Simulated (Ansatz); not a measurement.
# CdSe: do energies and stresses tell the same story?

Theory: DFT r2SCAN, scalar-relativistic, plane waves, PAW in Ansatz 0.2.0.

Cutoff 500 eV; k points 8×8×8 on the computed 2-atom cell (Γ-centred); Gaussian smearing, width 0.02 eV; no spin polarisation.

Relaxed cell: F-43m, a = 6.134 Å, b = 6.134 Å, c = 6.134 Å, α = 90.00°, β = 90.00°, γ = 90.00°, 2 atoms in the primitive cell. This zinc-blende form isn't the usual stable structure of the compound.

Energies at zero smearing and pressures from the stress tensor, at volumes with shape and atoms relaxed:
```json
{"V (Å³/atom)": "25.382", "E − E(first) (meV/atom)": "0.00", "P (GPa)": "8.82"}
{"V (Å³/atom)": "26.248", "E − E(first) (meV/atom)": "-39.89", "P (GPa)": "6.03"}
{"V (Å³/atom)": "27.113", "E − E(first) (meV/atom)": "-65.91", "P (GPa)": "3.67"}
{"V (Å³/atom)": "27.978", "E − E(first) (meV/atom)": "-80.22", "P (GPa)": "1.68"}
{"V (Å³/atom)": "28.844", "E − E(first) (meV/atom)": "-84.64", "P (GPa)": "0.00"}
{"V (Å³/atom)": "29.709", "E − E(first) (meV/atom)": "-80.68", "P (GPa)": "-1.43"}
{"V (Å³/atom)": "30.574", "E − E(first) (meV/atom)": "-69.63", "P (GPa)": "-2.63"}
{"V (Å³/atom)": "31.728", "E − E(first) (meV/atom)": "-45.73", "P (GPa)": "-3.95"}
```

**Question.** Check P = −dE/dV between neighbouring volumes, and get the bulk modulus from the pressures alone.

**Answer.** With 1 eV/Å³ = 160.2 GPa:
```json
{"middle V (Å³/atom)": "25.815", "−ΔE/ΔV (GPa)": "7.386", "mean P (GPa)": "7.426"}
{"middle V (Å³/atom)": "26.680", "−ΔE/ΔV (GPa)": "4.817", "mean P (GPa)": "4.852"}
{"middle V (Å³/atom)": "27.546", "−ΔE/ΔV (GPa)": "2.651", "mean P (GPa)": "2.678"}
{"middle V (Å³/atom)": "28.411", "−ΔE/ΔV (GPa)": "0.818", "mean P (GPa)": "0.841"}
{"middle V (Å³/atom)": "29.276", "−ΔE/ΔV (GPa)": "-0.734", "mean P (GPa)": "-0.714"}
{"middle V (Å³/atom)": "30.142", "−ΔE/ΔV (GPa)": "-2.045", "mean P (GPa)": "-2.029"}
{"middle V (Å³/atom)": "31.151", "−ΔE/ΔV (GPa)": "-3.319", "mean P (GPa)": "-3.293"}
```

The two differ by 0.04 GPa at most. The mean of two end pressures misses the average over a step by about ΔV² P″/12, up to 0.04 GPa here; with that taken off 0.00 GPa remains. Around V = 28.844 Å³/atom, the two neighbours give B = −V ΔP/ΔV = 28.844 × 3.11 / 1.731 = 51.8 GPa, against B0 = 51.6 GPa from the Birch–Murnaghan fit of the energies.